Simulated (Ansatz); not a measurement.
Na2NiO2 in space group Cmc2_1 (No. 36; Pearson symbol oS20) at seven volumes, the program Ansatz at the LDA level (PAW), shape and atoms relaxed at each. One row is withheld.

```csv
V (Å³/atom),P (GPa)
10.087,9.91
10.419,6.03
10.752,2.79
11.084,0.00
11.417,-2.34
11.749,?
12.082,-5.87
```

Q: Fit the shown pressures and predict the withheld one.

A: P = (3/2)B₀(x^(7/2) − x^(5/2))[1 + (3/4)(B′ − 4)(x − 1)] with x = (V₀/V)^(2/3). Least squares on the six rows gives V₀ = 11.085 Å³/atom, B₀ = 83.9 GPa, B′ = 4.77. At V = 11.749, x = 0.9620 and P = -4.25 GPa. The run itself gave -4.26 GPa.

The first step of the workflow began from a Materials Project structure, measured or hypothetical; the Crystallography Open Database files this formula in space group No. 36, but the cells were not matched. Whether it is the stable phase at ambient conditions was not checked. Symmetry was held in the LDA relaxation; whether a distortion lowers the energy is not shown. No spin polarisation was allowed. No Hubbard U is applied.

Potentials: the later of the program's two PAW sets.
